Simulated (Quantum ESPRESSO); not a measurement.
## InGa2AlP4 (input and log of a self-consistent run)

Simulated, not a measurement. The program is pw.x of Quantum ESPRESSO 7.5 (plane-wave density functional theory). The cell is made up: 8 atoms on a zincblende/diamond lattice, with randomly drawn elements, strain and displacements, not relaxed. PseudoDojo standard norm-conserving files (v0.5 for PBE, v0.4.1 for LDA and PBEsol) set the functional; there is no spin polarisation, spin-orbit coupling or dispersion term, and the masses in the input are unused placeholders.

Input:

```
&control calculation='scf', pseudo_dir='./dojo.nc.sr.pbe.v0_5.standard.upf', outdir='./o', disk_io='medium', tprnfor=.true., tstress=.true. /
&system ibrav=0, nat=8, ntyp=4, nbnd=37, ecutwfc=101.20763327, nosym=.true., tot_charge=0,
 occupations='smearing', smearing='fd', degauss=0.0018374661
/
&electrons conv_thr=7.350e-09, electron_maxstep=60, /
ATOMIC_SPECIES
Al 1.0 Al.upf
Ga 1.0 Ga.upf
In 1.0 In.upf
P 1.0 P.upf
CELL_PARAMETERS angstrom
5.758 0.0 0.0
0.0 5.758 0.0
0.0 0.0 5.758
ATOMIC_POSITIONS angstrom
In -0.0236 -0.0016 -0.0076
Ga 0.0183 2.8573 2.9188
Ga 2.8395 -0.0573 2.7506
Al 2.8611 2.9063 -0.0205
P 1.4651 1.4425 1.4348
P 1.4298 4.336 4.2859
P 4.3269 1.4777 4.3215
P 4.3207 4.3025 1.4379
K_POINTS automatic
6 6 6 1 1 1
```

The log is shortened where brackets say so; the opening notice, blank lines, dates and the lines on written files are dropped, and the path of the files is cut. It prints rydbergs, bohrs and kilobars, and counts compression as positive stress.

```
     Program PWSCF v.7.5
     Parallel version (MPI & OpenMP), running on       1 processor cores
     Number of MPI processes:                 1
     Threads/MPI process:                     1
     [start-up lines left out]
     bravais-lattice index     =            0
     lattice parameter (alat)  =      10.8810  a.u.
     unit-cell volume          =    1288.2839 (a.u.)^3
     number of atoms/cell      =            8
     number of atomic types    =            4
     number of electrons       =        62.00
     number of Kohn-Sham states=           37
     kinetic-energy cutoff     =     101.2076  Ry
     charge density cutoff     =     404.8305  Ry
     scf convergence threshold =      7.3E-09
     mixing beta               =       0.7000
     number of iterations used =            8  plain     mixing
     Exchange-correlation= PBE
                           (   1   4   3   4   0   0   0)
     [axes and pseudopotential details left out]
   Cartesian axes
     site n.     atom                  positions (alat units)
         1        In     tau(   1) = (  -0.0040986  -0.0002779  -0.0013199  )
         2        Ga     tau(   2) = (   0.0031782   0.4962313   0.5069121  )
         3        Ga     tau(   3) = (   0.4931400  -0.0099514   0.4777006  )
         4        Al     tau(   4) = (   0.4968913   0.5047412  -0.0035603  )
         5        P      tau(   5) = (   0.2544460   0.2505210   0.2491837  )
         6        P      tau(   6) = (   0.2483154   0.7530392   0.7443383  )
         7        P      tau(   7) = (   0.7514588   0.2566342   0.7505210  )
         8        P      tau(   8) = (   0.7503821   0.7472213   0.2497221  )
     number of k points=   108  Fermi-Dirac smearing, width (Ry)=  0.0018
     Number of k-points >= 100: set verbosity='high' to print them.
     Dense  grid:   177509 G-vectors     FFT dimensions: (  72,  72,  72)
     Estimated max dynamical RAM per process >     233.68 MB
     Initial potential from superposition of free atoms
     starting charge      61.9877, renormalised to      62.0000
     Starting wfcs are   47 randomized atomic wfcs
     total cpu time spent up to now is       64.5 secs
     per-process dynamical memory:   182.3 Mb
     Self-consistent Calculation
     iteration #  1     ecut=   101.21 Ry     beta= 0.70
     Davidson diagonalization with overlap
     ethr =  1.00E-02,  avg # of iterations =  3.8
     Threshold (ethr) on eigenvalues was too large:
     Diagonalizing with lowered threshold
     Davidson diagonalization with overlap
     ethr =  5.31E-04,  avg # of iterations =  2.0
     total cpu time spent up to now is      306.9 secs
     total energy              =    -498.93513963 Ry
     estimated scf accuracy    <       0.33542468 Ry
     iteration #  2     ecut=   101.21 Ry     beta= 0.70
     Davidson diagonalization with overlap
     ethr =  5.41E-04,  avg # of iterations =  2.4
     total cpu time spent up to now is      482.0 secs
     total energy              =    -499.01953499 Ry
     estimated scf accuracy    <       0.09085543 Ry
     iteration #  3     ecut=   101.21 Ry     beta= 0.70
     Davidson diagonalization with overlap
     ethr =  1.47E-04,  avg # of iterations =  2.7
     total cpu time spent up to now is      650.3 secs
     total energy              =    -499.03542732 Ry
     estimated scf accuracy    <       0.00384508 Ry
     iteration #  4     ecut=   101.21 Ry     beta= 0.70
     Davidson diagonalization with overlap
     c_bands:  1 eigenvalues not converged
     c_bands:  1 eigenvalues not converged
     ethr =  6.20E-06,  avg # of iterations = 11.5
     total cpu time spent up to now is      823.3 secs
     total energy              =    -499.03618456 Ry
     estimated scf accuracy    <       0.00303859 Ry
     iteration #  5     ecut=   101.21 Ry     beta= 0.70
     Davidson diagonalization with overlap
     ethr =  4.90E-06,  avg # of iterations =  2.1
     total cpu time spent up to now is      926.6 secs
     total energy              =    -499.03665527 Ry
     estimated scf accuracy    <       0.00019485 Ry
     iteration #  6     ecut=   101.21 Ry     beta= 0.70
     Davidson diagonalization with overlap
     ethr =  3.14E-07,  avg # of iterations =  3.7
     total cpu time spent up to now is     1047.5 secs
     total energy              =    -499.03669974 Ry
     estimated scf accuracy    <       0.00001556 Ry
     iteration #  7     ecut=   101.21 Ry     beta= 0.70
     Davidson diagonalization with overlap
     ethr =  2.51E-08,  avg # of iterations =  3.6
     total cpu time spent up to now is     1188.6 secs
     total energy              =    -499.03670373 Ry
     estimated scf accuracy    <       0.00000240 Ry
     iteration #  8     ecut=   101.21 Ry     beta= 0.70
     Davidson diagonalization with overlap
     ethr =  3.87E-09,  avg # of iterations =  3.0
     total cpu time spent up to now is     1315.5 secs
     total energy              =    -499.03670451 Ry
     estimated scf accuracy    <       0.00000007 Ry
     iteration #  9     ecut=   101.21 Ry     beta= 0.70
     Davidson diagonalization with overlap
     ethr =  1.13E-10,  avg # of iterations =  5.0
     total cpu time spent up to now is     1474.1 secs
     total energy              =    -499.03670453 Ry
     estimated scf accuracy    <       0.00000008 Ry
     iteration # 10     ecut=   101.21 Ry     beta= 0.70
     Davidson diagonalization with overlap
     ethr =  1.13E-10,  avg # of iterations =  2.0
     total cpu time spent up to now is     1585.3 secs
     End of self-consistent calculation
     [lines on levels left out]
!    total energy              =    -499.03670454 Ry
     estimated scf accuracy    <          5.5E-09 Ry
     smearing contrib. (-TS)   =      -0.00000000 Ry
     internal energy E=F+TS    =    -499.03670454 Ry
     The total energy is F=E-TS. E is the sum of the following terms:
     one-electron contribution =    -245.55124271 Ry
     hartree contribution      =     163.08152148 Ry
     xc contribution           =    -142.17739656 Ry
     ewald contribution        =    -274.38958676 Ry
     convergence has been achieved in  10 iterations
     Forces acting on atoms (cartesian axes, Ry/au):
     atom    1 type  3   force =     0.00429225    0.00795882    0.00000823
     atom    2 type  2   force =    -0.00246640    0.00098025   -0.00535771
     atom    3 type  2   force =     0.01181678    0.01330985    0.02669230
     atom    4 type  1   force =     0.00674683   -0.00367437   -0.00176228
     atom    5 type  4   force =     0.01418655    0.02948790    0.01251248
     atom    6 type  4   force =     0.03060954   -0.02776036   -0.01954576
     atom    7 type  4   force =    -0.04079714    0.01466480   -0.03073886
     atom    8 type  4   force =    -0.02438841   -0.03496690    0.01819161
     Total force =     0.097461     Total SCF correction =     0.000111
     Computing stress (Cartesian axis) and pressure
          total   stress  (Ry/bohr**3)                   (kbar)     P=      -38.20
  -0.00025890  -0.00000914  -0.00000996          -38.09       -1.34       -1.47
  -0.00000914  -0.00025526  -0.00001748           -1.34      -37.55       -2.57
  -0.00000996  -0.00001748  -0.00026489           -1.47       -2.57      -38.97
     init_run     :     61.36s CPU     64.23s WALL (       1 calls)
     electrons    :   1436.59s CPU   1520.78s WALL (       1 calls)
     forces       :     28.11s CPU     28.38s WALL (       1 calls)
     stress       :     79.30s CPU     82.57s WALL (       1 calls)
     [timing details left out]
     PWSCF        :  26m46.11s CPU  28m19.18s WALL
     JOB DONE.
```

In other units: free energy -6789.740 eV for the cell, pressure -3.82 GPa, largest force component 1.049 eV/Å. This run is the check on a run of the same cell at 1088 eV and a 4 x 4 x 4 mesh: rerunning at 1377 eV and a 6 x 6 x 6 mesh moved values by no more than 0.008 eV in energy, 0.02 GPa in stress and 0.002 eV/Å in force.